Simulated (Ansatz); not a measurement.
HfN (F-43m): phonons

Method: PBEsol, all-electron LAPW in Ansatz 0.2.0, scalar-relativistic.

Cell and atoms were relaxed beforehand by PAW with this functional.

The structure is one entry of a database and needn't be the stable phase.

Launched as:

```sh
ansatz run input.yaml --threads 2 --pin off --max-ram 6144MiB --backend cpu --events-out ev --progress --plain --runs-dir out
```

input.yaml:

```yaml
crystal:
  lattice:
    - [0.0, 2.43401918919, 2.43401918919]
    - [2.43401918919, 0.0, 2.43401918919]
    - [2.43401918919, 2.43401918919, 0.0]
  atoms:
    - { symbol: Hf, position: [0.0, 0.0, 0.0] }
    - { symbol: "N", position: [0.75, 0.75, 0.75] }
kpoints:
  mp_grid: { grid: [12, 12, 12] }
scf:
  occupations: { method: fermi_dirac, width: 0.05 }
hamiltonian:
  xc: pbesol
  pseudopotentials: { kind: all_electron, lapw: { basis_error: 0.0005 } }
phonons:
  qmesh: [2, 2, 2]
  qpath:
    path:
      - [0.0, 0.0, 0.0]
      - [-0.5, -0.5, 0.0]
      - [-0.375, -0.375, 0.25]
      - [-0.375, 0.0, 0.375]
      - [0.0, 0.0, 0.0]
      - [0.0, 0.0, 0.5]
      - [-0.5, -0.25, 0.25]
      - [-0.5, -0.5, 0.0]
    npoints: 6
  temperatures: { t_min: 0, t_max: 1000, t_step: 100 }
```

Output (shortened where marked):

```
Warning: RAYON_NUM_THREADS=2 ignored (pool sized by the plan → 2); use --threads N
LAPW: plane waves up to 11.000 Å⁻¹, error target 5.0e-4 eV per atom; small_component_spin mean_spin; N in spheres of 0.853 Å, 7 of its electrons in bands, Dirac shells []; Hf in spheres of 1.192 Å, 44 of its electrons in bands, ...
Engine: ansatz 0.2.0, aarch64-unknown-linux-gnu
Pseudopotentials: kind: all_electron
Pseudopotential: Hf, LAPW, valence charge 44, lapw/all_electron/scalar/gaussian/Hf, Koelling and Harmon's equation, gaussian nucleus
Pseudopotential: N, LAPW, valence charge 7, lapw/all_electron/scalar/gaussian/N, Koelling and Harmon's equation, gaussian nucleus
Functional definition: PBEsol
  exchange = pbesol_x
  correlation = pbesol_c
Crystal: 4 atoms, lattice volume = 57.681 Å³
Basis set: ecut = 461.03008802531457 eV, 1281 PW (Γ), FFT grids on a1, a2, −a1+a2+a3, exchange–correlation at level 2
Bands: 62, of which v1, the nominal top of the filled ones, is band 51 counted from 1 (50 counted from 0)
Symmetry: 16 space group operations
k-points: 100 of 864 (time reversal used)
Non-local potential: Hf, projectors of the file, none
Non-local potential: N, projectors of the file, none
Initial density: superposition of atomic densities (chi_scale 0.1, normalization cell, long waves kept (reshape's long-wave potential 0.00 eV rms))
Initial wavefunctions: plane waves of lowest kinetic energy (no species holds an atomic orbital)
Functional: x = pbesol(κ = 0.804, μ = 0.12345679012345678), c = pbesol(β = 0.046)
iter 1 solved again at ethr=1.42e-2 eV; its pass at ethr=1.00e-1 eV (dr2=1.45e1 eV) is discarded
SCF iter   1: F=—  HF=-823234.223923 eV  |F-HF|=—  |Δ(HF+E_count)|=         —  Δρ=1.37e-1  dr2=1.45e1  ethr=1.42e-2  ⟨swp⟩=2.0  Hψ=38347  notcnv=0
preconditioner: auto → LDOS  [metal: Δε(μ)=0.033 eV  Ē_g=18.712 eV  σ=0.050 eV  W_gap=0.16  n_scr=28 (ndim 8)  ℏωp=37.2 eV  f_vac=0.012  D(μ)=2.02/eV (n_scr^D=14)  β→1.0]
[... 126 lines left out ...]
SCF converged after 10 iterations
Free energy (F): -823229.227884 eV
Harris-Foulkes:  -823229.227884 eV  (|F-HF|=1.75e-9)
Internal energy: -823229.211253 eV  (E = F + TS)
E sigma→0 (E₀):  -823229.219568 eV
Entropy (-TS):   -0.016631 eV (-4.158 meV/atom)
Fermi energy:    18.483279 eV
--- Per-component energies (eV) ---
  E_band       = -11251.440321
  E_kinetic    = 915570.867337
  E_xc         = -16946.978004
  E_electrostatic = -1721853.100586  (all electrons and nuclei)
  E_smearing   = -0.016631  (= −TS)
  E_closure    = 0.000000  (closes the sum)
  Σ components = -823229.227884   (vs F -823229.227884, Δ=0.00e0)
  Basis errors (estimates in eV, not in F): energy 2.2e-4 per atom: plane waves 2.0e-4 (1.2e-4 summed), levels above the bands 3.3e-74, relativity 2.0e-8, radial functions 2.3e-5, core shells 1.7e-11; eigenvalues (radial ...
--- Forces (eV/Å), atoms counted from 1 ---
  atom   1  Hf    -0.00000000     0.00000000     0.00000000
  atom   2  N     -0.00000000    -0.00000000    -0.00000000
  atom   3  Hf    -0.00000000     0.00000000     0.00000000
  atom   4  N      0.00000000    -0.00000000    -0.00000000
  max |Σ_I F_I| component: 1.67e-16 eV/Å
--- Phonons: 8 displaced members + 2 references (amplitude of the first 0.01 Å, Σ member SCF iterations 59) ---
  ASR residual: 2.230e-3 → 0.000e0 eV/Å²; symmetrization residual: 8.708e-4 eV/Å²
  largest component of a force at the reference: 8.3e-17 eV/Å
  ASR residual per site (eV/Å²): 1.04e-3 2.23e-3
  Γ frequencies (cm⁻¹): 0.00 0.00 0.00 476.52 476.52 476.52
--- Phonons (by wavevector): 3 wavevectors in 2 supercells ---
  supercell 1 (2 cells, vectors [1, 0, 0], [0, 1, -1], [0, 0, 2] in multiples of the cell's): 4 displaced members by 0.01 Å; free energy -823229.227884 eV; taken off its force constants: by the sum rule 2.2e-3, by the ...
  symmetry images taken by strict's conditions (phonons.symmetry_images: auto; settled by no image being taken that strict refuses)
  supercell 2 (2 cells, vectors [1, 0, 0], [0, 1, 0], [0, 0, 2] in multiples of the cell's): 4 displaced members by 0.01 Å; free energy -823229.227884 eV; taken off its force constants: by the sum rule 6.8e-4, by the ...
  symmetry images taken by strict's conditions (phonons.symmetry_images: auto; settled by no image being taken that strict refuses)
  q = [0.0000, 0.0000, 0.0000] (star 1, supercell 1; hermiticity 0.00e0, symmetrization 1.82e-4): -0.00 0.00 0.00 476.52 476.52 476.52
  q = [0.0000, 0.0000, -0.5000] (star 4, supercell 2; hermiticity 1.30e-16, symmetrization 5.12e-16): 97.15 97.15 171.56 507.04 507.04 524.19
  q = [0.0000, -0.5000, -0.5000] (star 3, supercell 1; hermiticity 8.60e-17, symmetrization 4.60e-16): 120.95 120.95 174.83 500.55 500.55 607.77
  joined force constants: q→R imaginary residual 4.05e-17
  density of states and harmonic sums: on the 22×22×22 q-mesh, interpolated from the force constants of a 2×2×2 supercell (no non-analytic term)
  largest difference from the sums on the solved wave vectors: F 7.21e-2 eV, S 1.04e-4 and C_V 3.23e-5 eV/K
```

Self-consistency was reached.

**Harmonic thermodynamics**

Harmonic phonons of a crystal by Kohn-Sham DFT at the given cell, standard atomic masses, acoustic sum rule imposed; negative wavenumbers are unstable modes; sums over wave vectors interpolated from the q mesh.

```
Zero point energy : 59.45 meV/atom
```

```
temperature (K)  phonon heat capacity (k_B/atom)  phonon entropy (k_B/atom)  phonon free energy (meV/atom)
            100                            1.209                     0.9099                          56.58
            200                            1.931                      1.982                          43.95
            300                            2.375                      2.858                          22.97
            400                            2.607                      3.577                          -4.86
            500                            2.734                      4.174                         -38.33
            600                             2.81                       4.68                         -76.53
            700                            2.858                      5.116                         -118.8
            800                             2.89                        5.5                         -164.6
            900                            2.912                      5.842                         -213.5
           1000                            2.928                       6.15                         -265.1
```

Phonons on the q mesh:

One row a degenerate set, branches counted upwards.

- Unstable phonons: no

| point | q a (r.l.u.) | q b (r.l.u.) | q c (r.l.u.) | branch | phonon wavenumber (cm⁻¹) | degeneracy |
| --- | --- | --- | --- | --- | --- | --- |
| Gamma | 0 | 0 | 0 | 4 | 476.5 | 3 |
| L | 0.5 | 0 | 0 | 1 | 97.2 | 2 |
| L | 0.5 | 0 | 0 | 3 | 171.6 | 1 |
| L | 0.5 | 0 | 0 | 4 | 507 | 2 |
| L | 0.5 | 0 | 0 | 6 | 524.2 | 1 |
| X | 0.5 | 0.5 | 0 | 1 | 121 | 2 |
| X | 0.5 | 0.5 | 0 | 3 | 174.8 | 1 |
| X | 0.5 | 0.5 | 0 | 4 | 500.6 | 2 |
| X | 0.5 | 0.5 | 0 | 6 | 607.8 | 1 |

**Zone-centre phonons**

Optical zone-centre levels upwards with Mulliken labels, activity, and the element with most of the kinetic energy.

- Point group: -43m

| number | phonon wavenumber (cm⁻¹) | label | infrared | raman | lead element |
| --- | --- | --- | --- | --- | --- |
| 1 | 476.5 | T2 | yes | yes | N |

Keep in mind: responses of metals move with mesh and smearing; no spin-orbit coupling on heavy atoms; coarse q mesh; activity by symmetry alone, a metal screens infrared modes.

It took 53 min on 2 threads of Arm Neoverse V1 (shared host), peak memory 2.3 GiB.
